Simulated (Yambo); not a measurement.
Yambo run on CdI2 (CdI2 type, space group P-3m1, No. 164). The wavefunctions are PBEsol (Quantum ESPRESSO, PseudoDojo norm-conserving, 102 Ry, no spin-orbit coupling) ones on a 3×3×2 mesh (17 occupied bands); a = 4.242 Å, b = 4.242 Å, c = 6.817 Å, α = 90.00°, β = 90.00°, γ = 120.00°.

Yambo input:

```
rim_cut
gw0
dyson
el_el_corr
HF_and_locXC
ppa
em1d
RandQpts= 1000000
RandGvec= 1 Ry
EXXRLvcs= 102 Ry
VXCRLvcs= 408 Ry
Chimod= "HARTREE"
% BndsRnXp
 5 | 211 |
%
NGsBlkXp= 8 Ry
% LongDrXp
 1.0 | 1.0 | 1.0 |
%
PPAPntXp= 27.2114 eV
% GbndRnge
 1 | 133 |
%
GTermKind= "none"
DysSolver= "n"
ExtendOut
% QPkrange
 1 | 1 | 17 | 18 |
 2 | 2 | 17 | 17 |
%
```

k points by index: 1 = Γ, 2 = A.

The o-*.qp file then holds:

```
#    K-point    Band    Eo [eV]    E [eV]    E-Eo [eV]    Vxc [eV]    Vnlxc [eV]    Sc|Eo [eV]    Sc|E [eV]    dSc/dw|Eo [eV]    Re(Z)    Im(Z)
#
    1    17    -0.123845    -0.846947    -0.723101    -11.62238    -14.21262    1.681935    1.867136    -6.968338    0.796124    -0.001497
    1    18    2.319400    2.927437    0.608038    -10.60756    -6.491946    -3.371943    -3.507577    -6.068915    0.817640    -0.001305
    2    17    0.000000    -0.721714    -0.721714    -12.44848    -15.21234    1.857730    2.042143    -6.952015    0.796504    -0.001477
```
(The two width columns are left out.) Convergence of these settings isn't established.

Geometry relaxed with PBE+D3(BJ).
